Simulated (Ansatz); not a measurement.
YSi$_{2}$ (fluorite, Fm-3m), PBEsol (plane waves, PAW; program Ansatz), all energies at zero smearing, with the estimated change up to a 700 eV cutoff added, with one set of potentials and settings (totals compare only within such a set). Cell of 3 atoms (1 Y, 2 Si): -5037.592 eV.

```csv
element,reference phase,E (eV/atom)
Y,"P6_3/mmc, 2 atoms in the cell",-3795.0735
Si,"Fd-3m, 2 atoms in the cell",-621.4920
```

Formation energy per atom, worked out: (-5037.592 − 1×(-3795.0735) − 2×(-621.4920))/3 = 0.155 eV/atom (15 kJ per mol of atoms), at 0 K, without zero-point energy or fitted corrections.

A made-up cell: these elements were put on the sites of a structure type; neither database checked (COD, Materials Project) lists it. COD files the formula under space group No. 191, so this cell is another polymorph or a model. Whether it is the stable phase at ambient conditions was not checked. The cell was relaxed with PBEsol under the symmetry of its start. At this level the phase is mechanically unstable. The run is not spin-polarised. The references are the lowest solids computed at this level, not always the standard phases.

Potentials: the later of the program's two PAW sets.
